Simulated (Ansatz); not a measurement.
BeS (zinc blende)

```xyz
2
Lattice="0.0000 2.4380 2.4380 2.4380 0.0000 2.4380 2.4380 2.4380 0.0000" Properties=species:S:1:pos:R:3 pbc="T T T"
S      3.6570     3.6570     3.6570
Be     0.0000     0.0000     0.0000
```

The volume is varied about the relaxed value V₀ at fixed cell shape. Symmetry pins the atoms to their sites.

These are PBE (plane waves to 420 eV, PAW, scalar-relativistic; Ansatz, an electronic-structure program) values and carry that method's errors. k mesh 12×12×12 (Γ-centred), Fermi-Dirac smearing 0.05 eV. E stands for the smeared free energy. Compression counts positive. BeS was relaxed with its symmetry unable to fall. ΔE is measured from the relaxed starting cell.

```csv
V (Å³/atom),ΔE (meV/atom),P (GPa)
13.042,49.7,12.0
13.404,26.8,8.4
13.766,11.4,5.3
14.129,2.7,2.5
14.491,0.0,0.0
14.853,2.5,-2.2
15.215,9.7,-4.1
15.578,21.0,-5.9
15.940,36.0,-7.4
```

Derived quantities:

The pressure at the smallest volume is 12.0 GPa and the energy cost of the largest compression is 49.7 meV/atom. The energy cost of the largest expansion comes out as 36.0 meV/atom and the bulk modulus B₀ (third-order Birch-Murnaghan fit) is 92.9 GPa. The pressure derivative B₀′ (fit) is 3.8. The equilibrium volume of the fit is 14.49 Å³/atom and the pressure for 5 % compression (fit) comes out as 5.3 GPa.

(A scan under strain: stresses follow from slopes of the energy per volume, elastic moduli from its curvatures.)
